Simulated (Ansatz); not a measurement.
**Settings and field gradients in WS2 with a W vacancy**

Cell: a supercell of WS2 (space group P6_3/mmc) built from a COD entry (the entry's cell lengths or inner coordinates differ somewhat from later room-temperature determinations), with all atoms left at the host's positions.

```
W S
1.0
     6.36000    0.00000    0.00000
    -4.77000    8.26188    0.00000
     0.00000    0.00000   12.50000
W S
11 24
Direct
  0.16667 0.55556 0.25000
  0.16667 0.88889 0.25000
  0.66667 0.22222 0.25000
  0.66667 0.55556 0.25000
  0.66667 0.88889 0.25000
  0.33333 0.11111 0.75000
  0.33333 0.44444 0.75000
  0.33333 0.77778 0.75000
  0.83333 0.11111 0.75000
  0.83333 0.44444 0.75000
  0.83333 0.77778 0.75000
  0.16667 0.22222 0.62500
  0.16667 0.55556 0.62500
  0.16667 0.88889 0.62500
  0.66667 0.22222 0.62500
  0.66667 0.55556 0.62500
  0.66667 0.88889 0.62500
  0.33333 0.11111 0.12500
  0.33333 0.44444 0.12500
  0.33333 0.77778 0.12500
  0.83333 0.11111 0.12500
  0.83333 0.44444 0.12500
  0.83333 0.77778 0.12500
  0.16667 0.22222 0.87500
  0.16667 0.55556 0.87500
  0.16667 0.88889 0.87500
  0.66667 0.22222 0.87500
  0.66667 0.55556 0.87500
  0.66667 0.88889 0.87500
  0.33333 0.11111 0.37500
  0.33333 0.44444 0.37500
  0.33333 0.77778 0.37500
  0.83333 0.11111 0.37500
  0.83333 0.44444 0.37500
  0.83333 0.77778 0.37500
```

Atom numbers follow the list; atoms alike are taken as one site, whose name carries the number of the first.

Reference run. The numbers come from a DFT calculation in Ansatz (PBE, plane waves and PAW, scalar-relativistic, collinear spin, 420 eV cutoff, Γ-centred 4×3×2 k-points, Fermi–Dirac smearing 0.01 eV, cell charge -3). Start moments as typed (μB): 0 0 0 0 0 0 0 0 0 0 0 0 0 0 0 0 0 0.5 0.5 0 0.5 0 0 0 0 0 0 0 0 0.5 0.5 0 0.5 0 0 by atom.

It gives V_zz (10²¹ V/m²) W3 -22.2 (η 0.05), S19 -8.00 (η 0.16), among others. Each of these runs changes the input as listed (caps on SCF iterations aside):

A. kpoints.mp_grid.shift: not typed → [0.5, 0.5, 0.5]
B. scf.n_extra_bands: not typed → 0; scf.occupations: {method: fermi_dirac, width: 0.01} → {method: fermi_dirac, width: 0.3}

**Question.** How does each run end, and how far do the gradients move?

**Answer.** 

```tsv
run	W3 V_zz (η)	S19 V_zz (η)	largest change of a gradient tensor, all atoms	note
A	-23.0 (0.05)	-7.92 (0.18)	1.14	converged; absolute moment 0.2 → 0.7 μB
B	–	–	–	refused: inconsistent input (scf.n_extra_bands): n_bands = 151 cannot host the net starting moment |Σ_I m_I| = 3.0000 μB: with N_el = 301 the majority spin channel must hold …
```

Run A moves a gradient tensor by up to 1.14, on W2 (V_zz from -19.48 to -18.43); against its own size the tensor moves most on S18 among sites above 0.3 (by 0.38, V_zz from -4.88 to -5.11). Run B holds no extra empty bands under a smearing of 0.3 eV.

On the reference run: The defect repeats with the cell of 35 atoms, so it feels its images: sites between two images don't show the values beside a lone defect, and zeros or small values of η there can come from the images' arrangement. S and W carry a gradient in the pure host already, so the values there aren't the defect's effect alone. A uniform background compensates the cell's charge. The defect cell has no gap above 0.1 eV on its mesh, so the values can hang on the smearing and the k-mesh. Without spin–orbit coupling the gradients at and beside W can be off by some per cent, at some sites by more. The run lost most of its start moments on S; a state with other moments may lie lower. The neighbours have not yet relaxed around the defect (largest force 0.87 eV/Å), so a real crystal will differ.
